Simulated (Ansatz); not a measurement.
# Electric field gradients in LiCuSn$_{2}$

The calculation used DFT PBE, scalar-relativistic, plane waves, PAW in Ansatz. Plane waves to 420 eV; Γ-centred k mesh 12×12×8; Fermi-Dirac smearing of 0.15 eV. No spin polarisation.

Relaxed structure:
```xyz
4
Lattice="4.2394 0.0000 0.0000 -2.1197 3.6715 0.0000 0.0000 0.0000 5.5110" Properties=species:S:1:pos:R:3 pbc="T T T"
Li    0.0000    0.0000    2.7555
Cu    0.0000    0.0000    0.0000
Sn    0.0000    2.4476    1.0985
Sn    2.1197    1.2238    4.4125
```

The cell was built by swapping an element in a database structure (itself possibly hypothetical) and relaxing; it need not be the stable form of this composition. In a metal these results depend on the k mesh and the smearing. Spin–orbit coupling is left out, which matters for gradients at heavy nuclei.

Give V_zz (10²¹ V/m²) and the asymmetry η at each distinct site.

Results:

| atom | V_zz | η |
| --- | --- | --- |
| Li (atom 1) | -0.111 | 0.00 |
| Cu (atom 2) | 0.715 | 0.00 |
| Sn (atom 3) | 5.91 | 0.00 |